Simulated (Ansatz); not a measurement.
Input:

MgO:
```xyz
4
Lattice="3.4517 0.0000 0.0000 -1.7258 2.9892 0.0000 0.0000 0.0000 4.1395" Properties=species:S:1:pos:R:3 pbc="T T T"
Mg     1.7258     0.9964     3.1047
Mg     0.0000     1.9928     1.0349
O      1.7258     0.9964     1.0349
O      0.0000     1.9928     3.1047
```

This is the LDA-relaxed structure. x, y and z are the axes in which the lattice vectors are written.

### Question
All from plane-wave PAW LDA (Ansatz code), unless another level is named. Estimate the Debye temperature from the elastic constants.

### Answer
693 K.

### Question
Give the elastic constants (relaxed ions, GPa).

### Answer
C11 = 197, C12 = 137, C13 = 79.9, C33 = 287, C44 = 119.

### Question
Predict the vibrational entropy at 300 K.

### Answer
13.8 J/(K·mol of atoms).

### Question
Give the zero-point energy.

### Answer
75.9 meV/atom.

### Question
Predict the highest zone-centre frequency (without LO–TO term).

### Answer
551 cm⁻¹.

Space group P6_3/mmc. The workflow started from a Materials Project entry (that database holds measured and hypothetical structures alike); the Crystallography Open Database copy checked does not list it. It is not the phase usual at ambient conditions (space group No. 225). The LDA relaxation kept the symmetry of its start; its stability against distortions is not shown here.

Potentials: the earlier of the program's two PAW sets. The files were generated under PBE; for other functionals the program regenerates the frozen cores, and for LDA and PBEsol the local potential too.
